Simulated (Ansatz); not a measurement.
# Is this Cd3TeSe2 structure a true minimum?

The structure comes from a generated guess, relaxed at this level; another structure or a mixture of phases may lie lower.

The calculation used DFT PBE, scalar-relativistic, plane waves, PAW (Ansatz 0.2.0). Plane waves to 420 eV, a k mesh through Γ of 12×12×12 on the computed 6-atom cell and Gaussian smearing (0.02 eV); no spin polarisation.

The cell below (6 atoms, space group I-4m2 (No. 119)) is relaxed within its symmetry.

```cif
data_structure
_symmetry_space_group_name_H-M 'P 1'
_symmetry_Int_Tables_number 1
_cell_length_a 9.9983
_cell_length_b 9.9983
_cell_length_c 9.9983
_cell_angle_alpha 154.068
_cell_angle_beta 154.068
_cell_angle_gamma 37.001
_cell_volume 190.87
loop_
_atom_site_label
_atom_site_type_symbol
_atom_site_fract_x
_atom_site_fract_y
_atom_site_fract_z
_atom_site_occupancy
Cd1 Cd 0.84132 0.84132 0.00000 1
Cd2 Cd 0.50000 0.50000 0.00000 1
Cd3 Cd 0.15868 0.15868 0.00000 1
Te1 Te 0.25000 0.75000 0.50000 1
Se1 Se 0.57913 0.07913 0.50000 1
Se2 Se 0.92087 0.42087 0.50000 1
```

For the test a repeat of it with 12 atoms (edges 4.49, 8.97, 10.00 Å) was strained at random (σ = 1.5 % a component), the atoms were moved at random (σ = 0.05 Å), and all was relaxed again on a coarse 4×2×4 mesh (in the run’s order of axes) with 0.10 eV smearing, with no symmetry imposed.

These runs have no spin–orbit coupling, which can matter for Te.

Problem. Does it come back?

Solution. It returns, within 1 meV/atom of the unmoved cell on that mesh and with the same symmetry when read at 0.1 Å (C2 at 0.01 Å, so small strains and shifts remain). So it is stable against the distortions that fit this cell and that this random move excites. Modes that don't fit the cell aren't tested.
